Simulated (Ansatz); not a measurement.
A comparison from first-principles data. A cold calorimeter or bolometer resolves small energies when its absorber holds little heat, and in an insulator that falls as (T/Θ)³.

Si serves as the reference. A cube of 5 mm edge at 0.3 K; all rows have a gap at this level.

Computed with Ansatz, a plane-wave PAW program. Debye temperature: r²SCAN, elastic tensor, Hill average; volume per atom, density: r²SCAN, relaxed cell.

Model phases, started by placing the elements on a structure type or from a typed cell, with no claim that they are known: 4H-BN. Runs started from generated or typed cells of the structure named: Ge; diamond; 3C-SiC; Si. No claim is made that these are known or stable phases: MgZn2O3 (P-3m1, hP6). Of the phases: diamond is metastable against graphite at zero pressure; the Γ and L minima of Ge lie closer than these levels can tell, and the real crystal has its minimum at L. Over 15 meV/atom above the lowest phase of their formula at hand: 4H-BN (68 meV/atom, r²SCAN). Spin–orbit coupling is left out unless named.

Definitions used: C per volume = 1944 J/(K·mol)(T/Θ)³/(0.6022 V) = 3228 (T/Θ)³/V; thermodynamic noise = √(k_B T² C_total); relative noise = noise/noise_ref.

| crystal | Debye temperature (K) | V (Å³/atom) | density (g/cm³) |
|---|---|---|---|
| α-cristobalite SiO2 | 561 | 14.33 | 2.32 |
| NaF (rock salt) | 504 | 12.12 | 2.88 |
| Ge (diamond type) | 376 | 22.83 | 5.28 |
| MgZn2O3 (P-3m1, hP6) | 599 | 9.58 | 5.87 |
| diamond | 2270 | 5.64 | 3.54 |
| 3C-SiC | 1190 | 10.33 | 3.22 |
| 4H-BN | 1940 | 5.89 | 3.50 |
| Si (diamond type), reference | 659 | 20.17 | 2.31 |

Task: Apply the constraints density above 3 g/cm³, Debye temperature above 630 K, then choose by relative noise.

Result: The worked columns:

| crystal | C (J/K per cm³) | noise (eV) | noise (relative) |
|---|---|---|---|
| α-cristobalite SiO2 | 3.445e-8 | 456.6 | 1.51 |
| NaF (rock salt) | 5.617e-8 | 583.0 | 1.93 |
| Ge (diamond type) | 7.182e-8 | 659.3 | 2.2 |
| MgZn2O3 (P-3m1, hP6) | 4.233e-8 | 506.1 | 1.67 |
| diamond | 1.321e-9 | 89.41 | 0.30 |
| 3C-SiC | 5.007e-9 | 174.1 | 0.58 |
| 4H-BN | 2.027e-9 | 110.8 | 0.37 |
| Si (diamond type), reference | 1.510e-8 | 302.3 | 1.00 |

α-cristobalite SiO2 fails on density (2.32) and Debye temperature (561); NaF fails on density (2.88) and Debye temperature (504); Ge fails on Debye temperature (376); MgZn2O3 (P-3m1, hP6) fails on Debye temperature (599); Si fails on density (2.31). Left: diamond (0.30 ± 0.018), 4H-BN (0.37 ± 0.022), 3C-SiC (0.58 ± 0.035). Diamond leads; the reference has 1.00. The ± follows from allowances picked for this note (Debye temperature 4 %, volume per atom 1 %), carried to first order and added in quadrature, each row's own inputs moving alone; rows tie if closer than their two ± added in quadrature.

The steps for diamond:

C = 3228 × (0.3/2270)³/5.64 = 1.321e-9 J/K per cm³; noise: 0.3 × √(1.3806×10⁻²³ × 1.321e-9 × 0.125)/1.602×10⁻¹⁹ = 89.41 eV; relative noise: 89.41/302.3 = 0.30.

Θ comes from averaged elastic constants. Free carriers, two-level defects, nuclear spins and metal films add heat capacity that the Debye law lacks. Where several phases of a formula are at hand, those over 0.1 eV/atom above the lowest were not drawn (by r²SCAN where it compared them, else by the largest value; a layered or molecular lowest phase counts only with a dispersion term); other phases could lie lower still. Rows were sampled with a lean to familiar crystals, related or not, whatever their agreement with measurement; tables with many equal figures were not kept. Limits of the draw: gap over 1 eV but for Si, Ge and GaAs, no magnets; for moduli and speeds, an anisotropy index under 2.5, no layered crystals; no unfamiliar magnets, and cubic perovskites only if shown or known to be stable. As a rule kept out of such tables: 4f compounds, open-shell compounds run without a Hubbard term, cells found unstable in the tests at hand, cells close to a higher symmetry, and runs set to a pressure or over 12 % in volume from the crystal's fullest run.
